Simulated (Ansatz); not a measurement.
ZnRh:
```
ZnRh
1.0
    2.97320     0.00000     0.00000
    0.00000     2.97320     0.00000
    0.00000     0.00000     2.97320
Zn Rh
1 1
Cartesian
  1.48660   1.48660   1.48660
  0.00000   0.00000   0.00000
```

Relaxed with PBEsol. Special points in fractions of this cell's reciprocal vectors: Γ (0.000, 0.000, 0.000); X (0.000, 0.500, 0.000); M (0.500, 0.500, 0.000); R (0.500, 0.500, 0.500).

**Question.** List the band energies nearest the Fermi level at these points for PBEsol (plane waves, PAW; program Ansatz).

**Answer.** In eV from the Fermi level; about four levels below and three above (degenerate sets whole), none deeper than 8.9 eV; … stands for higher levels left out; points with the same levels are listed once.

```tsv
k	below	above
Γ	-2.63 -2.63 0.00 0.00 0.00	…
X	-2.95 -1.71 -1.71 -0.16	1.78 …
M	-0.61 -0.61 -0.20 -0.20	0.74 …
R	-5.78 -5.78 -4.12 -4.12 -4.12	0.81 0.81 3.77
```

Space group Pm-3m (CsCl type). The first step of the workflow began from a Materials Project structure, measured or hypothetical; the Crystallography Open Database copy checked does not list it. With Zn and Rh taken as one species the cell has the higher symmetry Im-3m, so it may be an ordered model of a mixed-site phase. Its standing as an ambient phase is unchecked. The PBEsol relaxation kept the symmetry of its start; of distortions, only those at the zone centre were tested. The run is not spin-polarised. Spin–orbit coupling is left out wherever it is not named.

Potentials: the later of the program's two PAW sets.
